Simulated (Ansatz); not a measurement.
Values for one crystal, relaxed and computed with plane-wave PAW r²SCAN (Ansatz code); other levels are named.

| Quantity | Result |
|---|---|
| Volume per atom | 23.11 Å³ |
| Band gap | 0.42 eV (smallest direct gap 0.42 eV) |
| Valence-band maximum | on the Γ–M line, 4 % of the way from Γ |
| Conduction-band minimum | at Γ |
| Electron effective mass | 0.034, 0.071, 0.071 mₑ (principal values) |
| HSE06 gap on the r²SCAN cell | 0.66 eV |
| Formation energy from the elements (no fitted shifts) | -0.19 eV/atom |

Problem. Which of these materials gives this?
A) InP, P6_222 (In on 3c, P on 3d)
B) Li6PS5Cl, F-43m (Pearson symbol cF52)
C) BN, P6_222 (B on 3d, N on 3c)
D) InGaN2, P3m1 (In on 1a, Ga on 1c, N on 1c, N on 1a)

Solution. A, InP, P6_222 (In on 3c, P on 3d)

The start of the workflow was typed in or built on a structure type; neither database checked (COD, Materials Project) lists it. It is not the phase usual at ambient conditions (space group No. 216). Symmetry was held in the r²SCAN relaxation; its stability against distortions is not shown here. Point labels and valley counts follow the cell and symmetry of the run, lower than the named group. The references are the lowest solids computed at this level, not always the standard phases. Scalar-relativistic: spin–orbit coupling is off unless named, which matters more the heavier the elements.

Potentials: the later of the program's two PAW sets.
